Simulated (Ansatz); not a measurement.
Given:

ZrTiAs:
```
CELL_PARAMETERS angstrom
     -1.87095     1.87095     7.36790
      1.87095    -1.87095     7.36790
      1.87095     1.87095    -7.36790
ATOMIC_POSITIONS crystal
  Zr 0.32086 0.32086 0.00000
  Zr 0.67914 0.67914 0.00000
  Ti 0.50000 0.00000 0.50000
  Ti 0.00000 0.50000 0.50000
  As 0.12926 0.12926 0.00000
  As 0.87074 0.87074 0.00000
```

This is the PBEsol-relaxed structure.

All from PBEsol in the plane-wave PAW code Ansatz, unless another level is named. Give the electronic character.

metallic (no gap).

Next, the density of states at the Fermi level?

0.49 states/eV per atom (mean over ±0.08 eV).

Predict the formation energy from the elements (no fitted shifts).

-1.06 eV/atom.

Space group I4/mmm. The workflow started from an entry of the Crystallography Open Database (COD, 295 K). Whether it is the stable phase at ambient conditions was not checked. The PBEsol relaxation kept the symmetry of its start; its stability against distortions is not shown here. No spin polarisation was allowed. The references are the lowest solids computed at this level, not always the standard phases. Scalar-relativistic: spin–orbit coupling is off unless named, which matters more the heavier the elements.

Potentials: the later of the program's two PAW sets.
